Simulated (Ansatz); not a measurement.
Simulated (Ansatz). Plane-wave DFT: natural occupations of the f shells on orthogonalised atomic orbitals at the end of the run, rising, by spin; atoms or cell relaxed as the task says.

```
cell
1.0
     7.2342    0.0000    0.0000
     0.0000    7.2342    0.0000
     0.0000    0.0000    7.2342
Cu Gd Y
12 3 3
Direct
  0.5167 0.2989 0.0855
  0.8591 0.0167 0.5676
  0.8463 0.4829 0.1013
  0.9599 0.1793 0.2874
  0.5773 0.2793 0.7766
  0.1848 0.4286 0.2065
  0.6040 0.9428 0.7911
  0.0135 0.8580 0.8393
  0.7222 0.6382 0.8248
  0.1742 0.2960 0.9169
  0.6151 0.1837 0.4148
  0.8729 0.1727 0.8997
  0.2480 0.9821 0.1072
  0.7481 0.8934 0.1563
  0.9675 0.5022 0.5595
  0.2845 0.0568 0.5937
  0.3375 0.6093 0.8440
  0.4852 0.5421 0.3845
```

Starting moments (μB): Gd number 1 7.66, Gd number 2 7.66, Gd number 3 7.66; others 0.

cell charge: 0 e
spin: collinear
scf start: atoms
lower state search: off
functional: PBEsol
wave cutoff: 420 eV
k mesh: 1, 1, 1
k shift: 0, 0, 0 mesh steps
gaussian smearing: 0.05 eV
task: relax cell and atoms

Question: How are the f shells occupied at the end?

Answer: 

```
shell atom  shell element  shell spin  shell occupation 1 (e)  shell occupation 2 (e)  shell occupation 3 (e)  shell occupation 4 (e)  shell occupation 5 (e)  shell occupation 6 (e)  shell occupation 7 (e)
        13             Gd          up                       1                       1                       1                       1                       1                       1                       1
        13             Gd        down                       0                    0.01                    0.01                    0.01                    0.02                    0.02                    0.03
        14             Gd          up                       1                       1                       1                       1                       1                       1                       1
        14             Gd        down                    0.01                    0.01                    0.01                    0.01                    0.01                    0.02                    0.05
        15             Gd          up                       1                       1                       1                       1                       1                       1                       1
        15             Gd        down                    0.01                    0.01                    0.01                    0.01                    0.02                    0.03                    0.03
```

Caveats: Gd without a U keeps its half-filled shell, but its 4f levels lie too near the Fermi level; coarse k mesh; occupations loosely converged; open f or d shells may hold a state above the lowest.
